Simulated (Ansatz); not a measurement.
Consider the following.

GePd₅:
```
CELL_PARAMETERS angstrom
      2.76837     3.86146     0.00000
     -2.76837     3.86146     0.00000
     -1.18983     0.00000     8.38645
ATOMIC_POSITIONS crystal
  Ge 0.22697 0.77303 0.70733
  Ge 0.77303 0.22697 0.29267
  Pd 0.18756 0.18756 0.50000
  Pd 0.81244 0.81244 0.50000
  Pd 0.72386 0.79333 0.82629
  Pd 0.27614 0.20667 0.17371
  Pd 0.79333 0.72386 0.17371
  Pd 0.20667 0.27614 0.82629
  Pd 0.65534 0.34466 0.64728
  Pd 0.34466 0.65534 0.35272
  Pd 0.74463 0.25537 0.99402
  Pd 0.25537 0.74463 0.00598
```

This is the r²SCAN-relaxed structure.

Q: All from r²SCAN in the plane-wave PAW code Ansatz, unless another level is named. Give the electronic character.

A: metallic (no gap).

Q: And the formation energy from the elements (no fitted shifts)?

A: -0.32 eV/atom.

Q: And the density of states at the Fermi level?

A: 0.49 states/eV per atom (mean over ±0.08 eV).

Space group C2/m. The first step of the workflow began from a Materials Project structure, measured or hypothetical; the Crystallography Open Database copy checked does not list it. Its standing as an ambient phase is unchecked. Symmetry was held in the r²SCAN relaxation; whether a distortion lowers the energy is not shown. No spin polarisation was allowed. The references are the lowest solids computed at this level, not always the standard phases. Scalar-relativistic: spin–orbit coupling is off unless named, which matters more the heavier the elements.

Potentials: the later of the program's two PAW sets.
